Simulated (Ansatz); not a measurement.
SrO (rock salt), relaxed and computed with several functionals in Ansatz (plane waves, PAW).

| functional | a (Å) | gap (eV) | B₀ by P(V) fit (GPa) |
|---|---|---|---|
| PBE | 5.195 | 3.33 | 84.5 |
| LDA | 5.064 | 3.12 | 104 |
| r²SCAN | (withheld) | (withheld) | (withheld) |
| HSE06 | 5.153 | 4.79 | 92.5 |

### Question
Complete the blanks.

### Answer

- r²SCAN, a (Å): 5.160
- r²SCAN, gap (eV): 3.80
- r²SCAN, B₀ by P(V) fit (GPa): 93.6

All cells were relaxed under the symmetry of their starts (and spin orders); stability against distortions was not tested throughout. Spin–orbit coupling is left out wherever it is not named.

Potentials: the later of the program's two PAW sets.

Ansatz (an electronic-structure program) is a plane-wave DFT program.
